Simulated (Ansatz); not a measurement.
Polymorphs of ScAl3, each relaxed with plane-wave PAW PBEsol (Ansatz code):

A: I4/mmm
a = b = 3.991 Å, c = 8.739 Å, α = β = γ = 90.00°

```
atom  site  symmetry       x       y       z
----  ----  --------  ------  ------  ------
Sc      2a     4/mmm  0.0000  0.0000  0.0000
Al      4d      -4m2  0.0000  0.5000  0.2500
Al      2b     4/mmm  0.0000  0.0000  0.5000
```

B: Cu3Au type (Pm-3m)
a = 4.071 Å, b = 4.071 Å, c = 4.071 Å, α = 90.00°, β = 90.00°, γ = 90.00°

```json
[
 {"atom": "Al", "site": "3c", "symmetry": "4/mm.m", "x": "0.0000", "y": "0.5000", "z": "0.5000"},
 {"atom": "Sc", "site": "1a", "symmetry": "m-3m", "x": "0.0000", "y": "0.0000", "z": "0.0000"}
]
```

**Question.** Rank these by energy per atom at 0 K (lowest first), as PBEsol gives it.

**Answer.** B (+0 meV/atom), A (+97 meV/atom)

Standing as an ambient phase not checked: A. All cells were relaxed under the symmetry of their starts (and spin orders); stability against distortions was not tested throughout. Rows with no word on spin ran without spin polarisation.

Energies hold the estimated change up to a 700 eV cutoff; steps of a few meV lie near the error of the meshes.

Potentials: the later of the program's two PAW sets.
